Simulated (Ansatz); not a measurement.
Relaxed BaTiO3 (tetragonal-perovskite type, space group P4mm):

```
BaTiO3
1.0
    3.98510     0.00000     0.00000
    0.00000     3.98510     0.00000
    0.00000     0.00000     4.20426
Ti Ba O
1 1 3
Direct
  0.50000   0.50000   0.45787
  0.00000   0.00000   0.94066
  0.50000   0.50000   0.88874
  0.50000   0.00000   0.40937
  0.00000   0.50000   0.40937
```

In each cell atom 5 (O, nearest neighbour Ti at 2.003 Å; its periodic images, 4.0 Å or more away, move with it) moves by s·(0.577, 0.577, 0.577) (along Cartesian [111]), the rest being held.

Level of theory: PBE (plane waves to 420 eV, PAW, scalar-relativistic; Ansatz, a program for electronic structure). k mesh 7×7×6 (Γ-centred), Fermi-Dirac smearing 0.05 eV. Energies are smeared free energies. BaTiO3 is run without spin polarisation. BaTiO3 was relaxed with its symmetry unable to fall. The PAW data are Ansatz's earlier set. ΔE is measured from the undisplaced structure.

```
s (Å)   ΔE (meV/cell)
------  -------------
-0.400            475
-0.320            294
-0.240            161
-0.160             70
-0.080             17
0.000               0
0.080              17
0.160              71
0.240        withheld
0.320             300
0.400             485
```

Q: Fit a polynomial form (powers 2, 3, 4) to the given rows and predict ΔE at s = 0.240.

A: Least squares on the 10 given rows: ΔE = (2715)·s² + (81.29)·s³ + (1785)·s⁴, in meV/cell with s in Å; root-mean-square residual 0.3 meV/cell. At 0.240 the fit gives 163 meV/cell; the calculation gives 164 meV/cell, so the interpolation is off by -1 (-0.6 %). The quadratic term alone would give 156 meV/cell.

(For displaced atoms, the force is minus the slope of the energy, and its curvature is a force constant, which sets phonon frequencies.)
